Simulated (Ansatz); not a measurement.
CsGeI3 (cubic perovskite, Pm-3m), DFT-LDA in the program Ansatz with PAW potentials, all energies at zero smearing, with the estimated change up to a 700 eV cutoff added, with one set of potentials and settings (totals compare only within such a set). Cell of 5 atoms (1 Cs, 1 Ge, 3 I): -31792.387 eV.

```json
[
 {"element": "Cs", "reference phase": "P6_3/mmc, 2 atoms in the cell", "E (eV/atom)": "-5504.8697"},
 {"element": "Ge", "reference phase": "Fd-3m, 2 atoms in the cell", "E (eV/atom)": "-4215.7216"},
 {"element": "I", "reference phase": "Cmce, 4 atoms in the cell", "E (eV/atom)": "-7355.8618"}
]
```

Formation energy per atom, worked out: (-31792.387 − 1×(-5504.8697) − 1×(-4215.7216) − 3×(-7355.8618))/5 = -0.842 eV/atom (-81 kJ per mol of atoms), at 0 K, without zero-point energy or fitted corrections.

The workflow started from a Materials Project entry (that database holds measured and hypothetical structures alike); the Crystallography Open Database copy checked does not list it. COD files the formula under space group No. 160, so this cell is another polymorph or a model. Its standing as an ambient phase is unchecked. The cell was relaxed with LDA under the symmetry of its start; of distortions, only those at the zone centre were tested, and some modes there are weakly imaginary. The references are the lowest solids computed at this level, not always the standard phases. Scalar-relativistic: spin–orbit coupling is off unless named, which matters more the heavier the elements.

Potentials: the later of the program's two PAW sets.
